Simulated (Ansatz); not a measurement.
TiSi₂:
```
CELL_PARAMETERS angstrom
      1.77303    -6.78344     0.00000
      1.77303     6.78344     0.00000
      0.00000     0.00000     3.57923
ATOMIC_POSITIONS crystal
  Ti 0.89684 0.10316 0.75000
  Ti 0.10316 0.89684 0.25000
  Si 0.55917 0.44083 0.75000
  Si 0.44083 0.55917 0.25000
  Si 0.24972 0.75028 0.75000
  Si 0.75028 0.24972 0.25000
```

Relaxed with PBE. Special points in fractions of this cell's reciprocal vectors: Γ (0.000, 0.000, 0.000); Y (-0.500, 0.500, 0.000); C0 (-0.267, 0.733, 0.000); Σ0 (0.267, 0.267, 0.000); Z (0.000, 0.000, 0.500); A0 (0.267, 0.267, 0.500); E0 (-0.267, 0.733, 0.500); T (-0.500, 0.500, 0.500); S (0.000, 0.500, 0.000); R (0.000, 0.500, 0.500).

List the band energies nearest the Fermi level at these points for PBE (plane waves, PAW; program Ansatz).

In eV from the Fermi level; about four levels below and three above (degenerate sets whole), none deeper than 8.9 eV; points with the same levels are listed once.

| k | below | above |
|---|---|---|
| Γ | -2.52 -2.51 -2.13 -2.07 -2.04 | 0.46 0.69 0.80 |
| Y | -2.54 -2.48 -1.91 -1.17 | 0.38 0.64 0.73 |
| C0 | -1.10 -0.76 -0.71 -0.23 | 1.14 1.42 1.53 |
| Z | -1.61 -1.61 -0.05 -0.05 | 0.84 0.84 1.48 1.48 |
| A0 | -3.35 -3.35 -2.34 -2.34 | 1.77 1.77 1.85 1.85 |
| T | -2.03 -2.03 -0.87 -0.87 | 0.45 0.45 1.64 1.64 |
| S | -1.44 -0.65 -0.57 -0.53 | 1.16 1.43 1.63 |
| R | -3.19 -3.19 -2.43 -2.43 | 1.72 1.72 1.86 1.86 |

Space group Cmcm. The PBE relaxation kept the symmetry of its start. The run is not spin-polarised.

Potentials: the earlier of the program's two PAW sets.
